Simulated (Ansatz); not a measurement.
## KPPbS4: checking a database structure before trusting its electric field gradients

The cell is a COD entry, taken as it stands.

Space group Pnma (No. 62); a = 17.0450, b = 6.6600, c = 6.4730 Å.

```csv
site,Wyckoff,site symmetry,x,y,z
K,4c,.m.,0.2908,0.2500,0.4997
P,4c,.m.,0.0991,0.2500,0.2179
Pb,4c,.m.,0.0203,0.2500,0.7139
S13,4c,.m.,0.9800,0.2500,0.1535
S17,8d,1,0.1240,0.0034,0.3939
S25,4c,.m.,0.1650,0.2500,0.9565
```

One atom of each set is listed.

The numbers come from a DFT calculation in Ansatz (PBE, plane waves and PAW, scalar-relativistic, 420 eV cutoff, Γ-centred 2×4×5 k-points, Fermi–Dirac smearing 0.02 eV).

Q: Do the atoms and the cell lie near the calculated equilibrium?

A: Nearly. The largest force is 0.29 eV/Å, on atom 25 (S: 1 P at 2.03 Å; also 1 Pb at 2.92 Å), and the pressure is 1.1 GPa. Relaxing the atoms is still advisable, since electric field gradients respond to shifts of a few hundredths of an ångström.
